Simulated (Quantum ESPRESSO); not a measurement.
```
KBH4
1.0
    4.66337     0.00000     0.00000
    0.00000     4.67774     0.00000
   -0.00767     0.00000     6.54862
H B K
8 2 2
Direct
  0.53483   0.75000   0.14212
  0.46517   0.25000   0.85788
  0.74955   0.96359   0.35808
  0.25045   0.03641   0.64192
  0.25045   0.46359   0.64192
  0.74955   0.53641   0.35808
  0.96397   0.75000   0.14223
  0.03603   0.25000   0.85777
  0.25049   0.25000   0.74996
  0.74951   0.75000   0.25004
  0.75019   0.75000   0.75012
  0.24981   0.25000   0.24988
```

The geometry is that of Materials Project entry mp-37722, symmetrised and not relaxed again.

**Question.** What does PBEsol (pw.x of Quantum ESPRESSO, ONCV potentials, scalar-relativistic) give for the electronic structure near the Fermi level?

**Answer.** The PBEsol gap is indirect, 5.88 eV, from Γ to A; the smallest direct gap is 5.92 eV. Another conduction extremum on the path lies within 0.02 eV, too close to call. 

The structure is a Materials Project entry; no match was found in the copy of COD used, and its stability was not checked.
